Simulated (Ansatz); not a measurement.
Crystals of one structure type (zinc blende) and one family of elements, relaxed and computed with the program Ansatz at the r²SCAN level (PAW).

```json
[
 {"crystal": "BN", "V (Å³/atom)": "5.87", "gap (eV)": "4.99"},
 {"crystal": "GaN", "V (Å³/atom)": "11.38", "gap (eV)": "?"},
 {"crystal": "BP", "V (Å³/atom)": "11.67", "gap (eV)": "1.41"},
 {"crystal": "GaAs", "V (Å³/atom)": "22.73", "gap (eV)": "0.97"},
 {"crystal": "InP", "V (Å³/atom)": "25.77", "gap (eV)": "1.02"},
 {"crystal": "InAs", "V (Å³/atom)": "28.48", "gap (eV)": "0.08"},
 {"crystal": "GaSb", "V (Å³/atom)": "28.83", "gap (eV)": "0.42"}
]
```

### Question
Fit a straight line to E_g against V and predict the withheld value.

### Answer
Least squares on the 6 shown rows: E_g = -0.162 × V + (4.812), with a scatter of 0.80. For GaN this gives 2.97. The run itself gave 2.17, within the scatter.

All cells were relaxed under the symmetry of their starts (and spin orders); stability against distortions was not tested throughout. Scalar-relativistic: spin–orbit coupling is off unless named, which matters more the heavier the elements.

Potentials: the earlier of the program's two PAW sets.
